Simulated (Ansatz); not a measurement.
## Lattice vibrations of AlCu₅ at Γ

All numbers below come from DFT PBE, scalar-relativistic, plane waves, PAW (Ansatz). Plane waves to 420 eV; Γ-centred k mesh 16×12×6; Fermi-Dirac smearing of 0.15 eV. No spin polarisation. Phonons by linear response, acoustic sum rule imposed.

Relaxed structure:
```xyz
6
Lattice="2.6708 0.0000 0.0000 0.0000 3.5505 0.0000 0.0000 0.0000 7.8487" Properties=species:S:1:pos:R:3 pbc="T T T"
Al    1.3354    1.7753    3.9243
Cu    1.3354    1.7753    6.5638
Cu    0.0000    0.0000    5.2607
Cu    0.0000    0.0000    2.5879
Cu    1.3354    1.7753    1.2849
Cu    0.0000    0.0000    0.0000
```

It was reached by relaxing an invented guess, and it needn't be the stable form of this composition. In a metal, frequencies depend on the k mesh and the smearing, soft modes most.

Optical modes at Γ:
| frequency (meV) | degeneracy |
| --- | --- |
| 10.6 | 1 |
| 11.3 | 1 |
| 13.8 | 1 |
| 16.2 | 1 |
| 18.5 | 1 |
| 20.3 | 1 |
| 20.8 | 1 |
| 20.9 | 1 |
| 23.4 | 1 |
| 24.2 | 1 |
| 24.6 | 1 |
| 26.8 | 1 |
| 27.0 | 1 |
| 34.1 | 1 |
| 34.5 | 1 |

All 15 optical modes at Γ are real: no displacement of atoms at fixed cell lowers the energy to second order. Strains and modes at other wave vectors aren't tested by this run.
